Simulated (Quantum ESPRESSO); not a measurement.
## Kohn-Sham bands of HgTe (zinc blende)

```yaml
crystal:
  lattice:
    - [0.00000, 3.28999, 3.28999]
    - [3.28999, 0.00000, 3.28999]
    - [3.28999, 3.28999, 0.00000]
  atoms:
    - { symbol: Hg, position: [0.00000, 0.00000, 0.00000] }
    - { symbol: Te, position: [0.75000, 0.75000, 0.75000] }
```

Materials Project entry mp-2730; symmetrised, unrelaxed at this level. COD (Crystallography Open Database) has the formula in 2 space groups, this one among them (matched by group alone). Computed values, not measurements, from PBEsol: Quantum ESPRESSO (norm-conserving PseudoDojo potentials, cutoff 64 Ry, spinors with spin-orbit coupling) on a Γ-centred 6×6×6 mesh, then Wannier90. Density: 8×8×8 mesh, cold smearing 0.01 Ry. With spin-orbit coupling a semilocal functional can close or falsely invert a small gap; the band order was not checked against a better method.

Task: List the Kohn-Sham levels between −8 and 3.0 eV relative to the Fermi level at the high-symmetry points, as a band run of pw.x on that density gives them (levels within 2 meV counted together).

Result: 
```csv
point,k (reciprocal lattice),levels (eV)
Γ,0.000 0.000 0.000,"-6.72 (×2), -6.27 (×4), -1.17 (×2), -0.78 (×2), 0.01 (×4)"
X,-0.500 -0.500 0.000,"-7.74 (×2), -6.51 (×2), -6.19 (×2), -5.84 (×2), -5.33 (×2), -2.47 (×2), -2.27 (×2), 1.63 (×2), 2.25 (×2)"
U,-0.375 -0.375 0.250,"-7.97, -7.93, -7.61, -6.48, -6.41, -6.22, -6.12, -5.87, -5.79, -5.51, -5.27, -3.00, -2.93, -2.00, -1.98, 1.83, 2.02"
K,-0.375 0.000 0.375,"-7.97, -7.93, -7.61, -6.48, -6.41, -6.22, -6.12, -5.87, -5.79, -5.51, -5.27, -3.00, -2.93, -2.00, -1.98, 1.83, 2.02"
L,0.000 0.000 0.500,"-7.78 (×2), -6.53 (×2), -6.15 (×2), -5.93 (×2), -5.43 (×2), -1.44 (×2), -0.90 (×2), 0.37 (×2)"
W,-0.500 -0.250 0.250,"-7.97, -7.97, -7.59, -6.46, -6.31, -6.27, -6.13, -5.89, -5.69, -5.53, -5.36, -2.88, -2.67, -2.58, -2.52, 2.47, 2.92"
```
